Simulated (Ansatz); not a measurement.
This cell of InP (zinc blende) is off equilibrium:

```
CELL_PARAMETERS angstrom
      0.00000     5.95980     5.95980
      2.97990     2.97990     5.95980
      2.97990     2.97990     0.00000
ATOMIC_POSITIONS crystal
  P  0.00000 0.77517 0.72483
  P  0.50000 0.72483 0.77517
  In 0.00000 0.00000 0.00000
  In 0.50000 0.00000 0.00000
```

Calculation: PBE (plane waves to 420 eV, PAW, scalar-relativistic; Ansatz, a first-principles code). k mesh 10×10×10 (Γ-centred), Fermi-Dirac smearing 0.05 eV. Stress and pressure are positive under compression. InP was relaxed with its symmetry unable to fall. The PAW data are Ansatz's earlier set.

Q: What forces act on the atoms (eV/Å, Cartesian)?

A: 
| atom | Fx | Fy | Fz |
|---|---|---|---|
| P1 | 0.000 | 0.000 | -1.583 |
| P2 | 0.000 | 0.000 | 1.583 |
| In3 | 0.000 | 0.000 | 0.000 |
| In4 | 0.000 | 0.000 | 0.000 |

Q: What is the stress tensor (GPa)?

A: 
```
   1.04     0.00     0.00
   0.00     1.04     0.00
   0.00     0.00    -0.01
```
The pressure, a third of the trace, is 0.69 GPa.

(A displaced cell: forces are minus the slopes of the energy, force constants its curvatures, and phonons follow from these.)
